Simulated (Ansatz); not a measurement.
MgS:
```xyz
12
Lattice="6.9464 0.0000 0.0000 0.0000 6.9464 0.0000 0.0000 0.0000 6.9464" Properties=species:S:1:pos:R:3 pbc="T T T"
Mg     1.7366     0.0000     3.4732
Mg     3.4732     1.7366     0.0000
Mg     3.4732     5.2098     0.0000
Mg     5.2098     0.0000     3.4732
Mg     0.0000     3.4732     5.2098
Mg     0.0000     3.4732     1.7366
S      1.7366     3.4732     0.0000
S      0.0000     1.7366     3.4732
S      0.0000     5.2098     3.4732
S      5.2098     3.4732     0.0000
S      3.4732     0.0000     5.2098
S      3.4732     0.0000     1.7366
```

Relaxed with r²SCAN.

Map the electron localisation function on the plane through (0.250, 0.000, 0.500) spanned by u = [1, 0, 0] and v = [0, 1, 0] in lattice vectors, from DFT-r²SCAN in the program Ansatz with PAW potentials.

x is the fraction of u, y of v (the angle between them is 90°; rows are the nearest grid lines); atoms in the plane: Mg at (0.00, 0.00), Mg at (0.50, 0.00), S at (0.75, 0.25), S at (0.75, 0.75).
```
|013300011111001320023100111110003310|
|333100011111000343332003566655201333|
|332000010000000123320047888888610123|
|000000000000000000015899999999997200|
|100000000000000000268999987799999741|
|520000000000000013689999500027999875|
|520000000000000013678998400016999875|
|420000000000000013567899864578988764|
|310000000000000012457889988899987653|
|100000000000000001234678889988765421|
|000000000000000000112356677776543210|
|000000000000000000000001111111000000|
|000000000000000000000001111111000000|
|000000000000000000112356677776543210|
|100000000000000001234678889988765421|
|310000000000000012457889988899987653|
|420000000000000013567899864578988764|
|520000000000000013678998400016999875|
|520000000000000013689999500027999875|
|100000000000000000268999987799999741|
|000000000000000000015899999999997200|
|332000010000000123320047888888610123|
|333100011111000343332003566655201333|
|013300011111001320023100111110003310|
```
Scale: ten equal steps from 0.000 (start of '0') to 0.907 (end of '9'), in the order '0123456789'; x runs from 0.000 to 1.00, y from 0.000 (bottom) to 1.00 (top).

The density is the valence pseudo-density with augmentation charge, so density and ELF within about 1 Å of a nucleus are not all-electron values.

Space group Pm-3n. The start of the workflow was typed in or built on a structure type; neither database checked (COD, Materials Project) lists it. COD files the formula under space group No. 225. Whether it is the stable phase at ambient conditions was not checked. Symmetry was held in the r²SCAN relaxation; its stability against distortions is not shown here.

Potentials: the earlier of the program's two PAW sets.
